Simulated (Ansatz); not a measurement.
NiAs-type BiMo

The computed numbers are results of PBE, scalar-relativistic (no spin polarisation) in the plane-wave PAW code Ansatz at 420 eV, Γ-centred 10×10×6 mesh, 0.05 eV Gaussian smearing. The datasets are Ansatz's generated set soft_2.

```
Mo Bi
1.0
     4.60065    0.00000    0.00000
    -2.30032    3.98428    0.00000
     0.00000    0.00000    5.13979
Mo Bi
2 2
Direct
  0.00000 0.00000 0.00000
  0.00000 0.00000 0.50000
  0.33333 0.66667 0.25000
  0.66667 0.33333 0.75000
```

The cell came from substitution into a structure type; no database entry of this phase was matched, which doesn't show that none exists.

The cell above was scaled in volume, and shape and atoms were relaxed at each volume within its symmetry. Energies are counted from the cell above.

```json
{"V (Å³/atom)": "22.258", "ΔE (meV/atom)": "26.75", "P from the stress (GPa)": "6.99"}
{"V (Å³/atom)": "22.611", "ΔE (meV/atom)": "13.77", "P from the stress (GPa)": "4.87"}
{"V (Å³/atom)": "23.082", "ΔE (meV/atom)": "3.34", "P from the stress (GPa)": "2.31"}
{"V (Å³/atom)": "23.553", "ΔE (meV/atom)": "0.00", "P from the stress (GPa)": "0.00"}
{"V (Å³/atom)": "24.024", "ΔE (meV/atom)": "3.00", "P from the stress (GPa)": "-2.04"}
{"V (Å³/atom)": "24.496", "ΔE (meV/atom)": "11.65", "P from the stress (GPa)": "-3.84"}
{"V (Å³/atom)": "25.202", "ΔE (meV/atom)": "33.73", "P from the stress (GPa)": "-6.07"}
{"V (Å³/atom)": "25.909", "ΔE (meV/atom)": "64.54", "P from the stress (GPa)": "-7.84"}
```

Task: Do the energies and the pressures agree? Compare −ΔE/ΔV between neighbouring points (1 meV/Å³ = 0.1602 GPa) with the mean of their pressures.

Result: 
| interval (Å³/atom) | −ΔE/ΔV (GPa) | mean P (GPa) |
| --- | --- | --- |
| 22.26 to 22.61 | 5.9 | 5.9 |
| 22.61 to 23.08 | 3.5 | 3.6 |
| 23.08 to 23.55 | 1.1 | 1.2 |
| 23.55 to 24.02 | -1.0 | -1.0 |
| 24.02 to 24.50 | -2.9 | -2.9 |
| 24.50 to 25.20 | -5.0 | -5.0 |
| 25.20 to 25.91 | -7.0 | -7.0 |
They differ by 0.05 GPa at most.

Task: What do the two routes give for V0, B0 and B0′?

Result: A third-order Birch–Murnaghan fit of the energies: V0 = 23.55 Å³/atom, B0 = 107 GPa, B0′ = 5.4. A polynomial of P in ln V, with B = −dP/d ln V at P = 0: V0 = 23.55 Å³/atom, B0 = 108 GPa, B0′ = 5.0. B0′ isn't converged to its last digit.

B0·V0 = 107.3 GPa × 23.55 Å³ = 15.77 eV/atom sets the scale: near the minimum ΔE ≈ ½ B0 V0 x², with x = V/V0 − 1, and a pressure of 1.1 GPa squeezes the volume by about 1 %. At the ends of the curve: x = −5.5 % predicts 23.8 meV/atom and the run gives 26.8; x = +10.0 % predicts 79.0 meV/atom and the run gives 64.5. Compression costs more and expansion less than the parabola says, since the crystal stiffens as it shrinks; B0′ measures that.

These numbers lack spin–orbit coupling. The run is a metal.
